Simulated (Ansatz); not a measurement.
BeSe:
```cif
data_Be2Se2
_chemical_formula_sum 'Be2 Se2'
_space_group_name_H-M_alt 'P63/mmc'
_space_group_IT_number 194
_space_group_name_Hall '-P 6c 2c'
_cell_length_a 3.45440
_cell_length_b 3.45440
_cell_length_c 5.45717
_cell_angle_alpha 90.000
_cell_angle_beta 90.000
_cell_angle_gamma 120.000
loop_
_atom_site_label
_atom_site_type_symbol
_atom_site_symmetry_multiplicity
_atom_site_Wyckoff_symbol
_atom_site_fract_x
_atom_site_fract_y
_atom_site_fract_z
_atom_site_occupancy
Be1 Be 2 a 0.00000 0.00000 0.00000 1
Se1 Se 2 c 0.33333 0.66667 0.25000 1
```

Relaxed with LDA.

Problem. Give the optical modes at the zone centre with their infrared activity from DFPT, DFT-LDA in the program Ansatz with PAW potentials.

Solution. Transverse frequencies, without the LO–TO term; a row sums one degenerate level.

```
ω (cm⁻¹)  degeneracy  IR ((D/Å)²/amu)     activity  symmetry
--------  ----------  ---------------  -----------  --------
182i               1            53.51           IR       A2u
29i                2             0.00  IR-inactive       E2u
155                2             0.00  IR-inactive       E2g
209                1             0.00  IR-inactive       B1g
242                2            89.50           IR       E1u
516                1             0.00  IR-inactive       B2u
```

Problem. How high does the top mode go among those that the LO–TO term moves?

Solution. 455 cm⁻¹ for q along x, 455 cm⁻¹ for q along y, 355 cm⁻¹ for q along z.

Space group P6_3/mmc (NiAs type). This is a known high-pressure phase of the composition, computed here at zero pressure and temperature. The cell was relaxed with LDA under the symmetry of its start. At this level the phase is dynamically unstable (imaginary phonons).

Potentials: the later of the program's two PAW sets.
